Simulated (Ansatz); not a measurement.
Te2Ru:
Space group Pnnm (No. 58); a = 5.3337 Å, b = 6.4410 Å, c = 4.0392 Å, α = β = γ = 90.00°

| atom | site | symmetry | x | y | z |
|---|---|---|---|---|---|
| Te | 4g | ..m | 0.2196 | 0.3671 | 0.0000 |
| Ru | 2a | ..2/m | 0.0000 | 0.0000 | 0.0000 |

Relaxed at zero pressure with r²SCAN (plane waves, PAW; program Ansatz).

Problem. The volume is lowered by 6 % and shape and atoms relax at that volume. What pressure results, and how do the axes share the change?

Solution. 8.3 GPa; a -2.3 %, b -1.8 %, c -2.0 %; the energy rises by 34 meV/atom.

Problem. Give the new structure.

Solution. 
Space group Pnnm (No. 58); a = 5.2104 Å, b = 6.3251 Å, c = 3.9580 Å, α = 90.00°, β = 90.00°, γ = 90.00°

```json
[
 {"atom": "Te", "site": "4g", "symmetry": "..m", "x": "0.2184", "y": "0.3666", "z": "0.0000"},
 {"atom": "Ru", "site": "2a", "symmetry": "..2/m", "x": "0.0000", "y": "0.0000", "z": "0.0000"}
]
```

The phase is kept; no other phase was compared at this pressure.

The workflow started from a Materials Project entry (that database holds measured and hypothetical structures alike); the Crystallography Open Database files this formula in space group No. 58, but the cells were not matched. Its standing as an ambient phase is unchecked. The cell was relaxed with r²SCAN under the symmetry of its start; whether a distortion lowers the energy is not shown. No spin polarisation was allowed. Scalar-relativistic: spin–orbit coupling is off unless named, which matters more the heavier the elements.

Potentials: the later of the program's two PAW sets.
